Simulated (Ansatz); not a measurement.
This run works on a proposed trial structure, not on a known crystal.

Input and command of a plane-wave DFT calculation in Ansatz:

```yaml
crystal:
  lattice:
    - [3.6788727432, 2.1239981686, 3.387332467]
    - [-3.6788727432, 2.1239981686, 3.387332467]
    - [0.0, -4.2479963372, 3.387332467]
  atoms:
    - { symbol: Sn, position: [0.7580223595, 0.7580223595, 0.7580223595] }
    - { symbol: Ge, position: [0.2448399725, 0.2448399725, 0.2448399725] }
    - { symbol: P, position: [0.2838517377, 0.2838517377, 0.7610681604] }
    - { symbol: P, position: [0.2467422819, 0.6943118752, 0.6943118752] }
    - { symbol: P, position: [0.2838517377, 0.7610681604, 0.2838517377] }
    - { symbol: P, position: [0.7610681604, 0.2838517377, 0.2838517377] }
    - { symbol: P, position: [0.6943118752, 0.6943118752, 0.2467422819] }
    - { symbol: P, position: [0.6943118752, 0.2467422819, 0.6943118752] }
basis:
  ecutwfc: 420
kpoints:
  mp_grid: { grid: [6, 6, 6] }
hamiltonian:
  xc: pbe
scf:
  occupations: { method: gaussian, width: 0.1 }
output:
  forces: true
  stress: true
  eigenvalues: true
relax:
  adjacent_minimum: "off"
  f_tol: 0.01
  max_steps: 80
  cell: { stress_tol: 0.05 }
```

```bash
ansatz run input.yaml --threads 1 --pin off --max-ram 2560MiB --backend cpu --events-out ev --progress --plain --runs-dir out
```

Processor: Intel(R) Xeon(R) Platinum 8259CL CPU @ 2.50GHz (Skylake/Cascade Lake), 1 thread, on a host shared with other jobs.

Estimate time, memory and problem size.

About 2.7 min, peak memory 0.53 GiB. It solves 37 bands at 32 k points (after reduction by symmetry) with about 3149 plane waves (on the last cell), in 49 SCF iterations over 8 ionic steps.
